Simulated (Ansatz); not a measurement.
CrI3 (BiI3 type, space group R-3)

```xyz
8
Lattice="3.4458 1.9894 6.6306 -3.4458 1.9894 6.6306 0.0000 -3.9789 6.6306" Properties=species:S:1:pos:R:3 pbc="T T T"
Cr     0.0000     0.0000     6.6382
Cr     0.0000     0.0000    13.2535
I     -2.2420    -0.1118     8.1938
I      1.2178    -1.8857     8.1938
I      1.0242     1.9975     8.1938
I      2.2420     0.1118    11.6979
I     -1.2178     1.8857    11.6979
I     -1.0242    -1.9975    11.6979
```

The slice is a (1 -1 0 2) plane (indices of the conventional cell) through the point (0.923, 0.272, 0.569) (fractional), spanned by u = [1 0 -1] and v = [010] in vectors of this cell: u (6.89 Å) and v (7.73 Å, at 90° to u). It covers one period; positions are fractions (u, v).

Level of theory: r2SCAN+rVV10 (plane waves to 500 eV, PAW, scalar-relativistic; Ansatz, a first-principles code). k mesh 6×6×6. These are valence fields of a PAW run, semicore shells included where kept as valence: close to a nucleus they are smooth pseudo fields. CrI3 was relaxed with its symmetry unable to fall. Relaxed CrI3 ends ferromagnetic. Spin-orbit coupling is left out, though I is heavy. The PAW data are Ansatz's earlier set. Other magnetic orders were not checked, so this need not be the ground state.

Task: Sketch the valence electron density on this plane as a map.

Result: 
```
|@@%%++==--......::::....  ..::==++%%|
|**++++--::............      ::--++++|
|====--::..    ........      ..::--==|
|::::::..      ........        ..::::|
|....              ..              ..|
|  ........          ........        |
|..::------::..      ..........      |
|--==++++==--::..    ....::::......::|
|==++####**==--..    ....::::......--|
|++##@@@@%%++==::    ..::::::::..::--|
|++##@@@@%%++==::......::::::::::--==|
|++**%%%%##++--::....::::----------==|
|==++++++++==--::..::::----====++====|
|----======----::::::::----==++++==--|
|------------------::::------==++==--|
|----------======------::::----------|
|======----==++====----::::::::--====|
|**++++==--========----::....::==++++|
|@@%%++==------------::::....--==++%%|
|@@@@**++--::::::::::::......--==**@@|
```
Scale: ten equal steps from -1.81 (start of ' ') to 1.15 (end of '@'), in the order ' .:-=+*#%@'. Values: log₁₀ of the valence density in e/Å³. The map has 18 points along u (two characters each, u = 0 at the left) and 20 along v (v = 0 in the bottom row). The scale is logarithmic, as a density can span decades between atoms and voids.
